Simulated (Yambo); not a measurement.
Yambo run on KOH (space group P2_1/c, No. 14). The wavefunctions are PBEsol (Quantum ESPRESSO, PseudoDojo norm-conserving, 84 Ry, without SOC) ones on a 2×4×2 mesh (32 occupied bands); a = 5.6468 Å, b = 3.9683 Å, c = 7.8519 Å, α = γ = 90.00°, β = 112.62°.

Yambo input:

```
rim_cut
gw0
dyson
el_el_corr
HF_and_locXC
ppa
em1d
RandQpts= 1000000
RandGvec= 1 Ry
EXXRLvcs= 84 Ry
VXCRLvcs= 336 Ry
Chimod= "HARTREE"
% BndsRnXp
 1 | 179 |
%
NGsBlkXp= 6 Ry
% LongDrXp
 1.0 | 1.0 | 1.0 |
%
PPAPntXp= 27.2114 eV
% GbndRnge
 1 | 76 |
%
GTermKind= "BG"
DysSolver= "n"
ExtendOut
% QPkrange
 1 | 1 | 32 | 33 |
 7 | 7 | 32 | 32 |
%
```

k points by index: 1 = Γ, 7 = (-0.5, 0, 0).

The o-*.qp file then holds:

```
#    K-point    Band    Eo [eV]    E [eV]    E-Eo [eV]    Vxc [eV]    Vnlxc [eV]    Sc|Eo [eV]    Sc|E [eV]    dSc/dw|Eo [eV]    Re(Z)    Im(Z)
#
    1    32    -0.003585    -1.502582    -1.498998    -18.62159    -24.54145    4.071076    4.420858    -6.349006    0.810817    -0.001254
    1    33    3.858584    4.929928    1.071344    -9.217381    -4.994327    -3.008458    -3.151709    -3.638231    0.882065    -0.774169E-3
    7    32    0.000000    -1.486472    -1.486472    -18.64771    -24.57270    4.090407    4.438516    -6.371892    0.810264    -0.001257
```
(The two width columns are left out.) Convergence of these settings isn't established.

Geometry of the Materials Project entry, not relaxed at this level.
